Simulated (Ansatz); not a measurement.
# PtCCl₂O, one structure, two calculations

Cell: a COD entry (perhaps calculated rather than measured), its atoms then relaxed with PBE in this cell.

Space group P4_2/m (No. 84); a = 11.1830, c = 3.5250 Å.

```csv
site,Wyckoff,site symmetry,x,y,z
Pt,4j,m..,0.3861,0.1099,0.0000
C,4j,m..,0.2233,0.1175,0.0000
Cl9,4j,m..,0.5985,0.1023,0.0000
Cl13,4j,m..,0.3931,0.3138,0.0000
O,4j,m..,0.1207,0.1242,0.0000
```

One atom of each set is listed.

First run. Method: Kohn–Sham DFT in Ansatz, PBE, plane waves and PAW, scalar-relativistic, 420 eV cutoff, Γ-centred 3×3×9 k-points, Fermi–Dirac smearing 0.05 eV.

| site | V_zz (10²¹ V/m²) | η |
| --- | --- | --- |
| Pt | 9.39 | 0.81 |
| C | -5.55 | 0.08 |
| Cl9 | -20.0 | 0.51 |
| Cl13 | 34.7 | 0.03 |
| O | -0.76 | 0.90 |

Second run. The same atoms and settings, except that spin–orbit coupling is included (fully relativistic PAW files).

**Question.** What does the second run give?

**Answer.** 

```json
{"site": "Pt", "V_zz": "9.31", "η": "0.83", "change of V_zz": "-0.08"}
{"site": "C", "V_zz": "-5.53", "η": "0.09", "change of V_zz": "+0.02"}
{"site": "Cl9", "V_zz": "-20.0", "η": "0.52", "change of V_zz": "0.00"}
{"site": "Cl13", "V_zz": "34.2", "η": "0.03", "change of V_zz": "-0.42"}
{"site": "O", "V_zz": "0.81", "η": "0.87", "change of V_zz": "–"}
```

The largest change of V_zz along a kept axis is on Cl13, from 34.7 to 34.2. In per cent, |V_zz| changes by -1 on Pt, 0 on C, -1 to 0 on Cl (all sites that start above 0.5, bar those whose gradient vanishes or changes sign or whose main axis turns by over 40°). On O the largest principal value lies along another axis in the second run, so the two V_zz can't be compared directly.

The database positions were far from equilibrium, so the relaxed structure may not be the compound's real one.
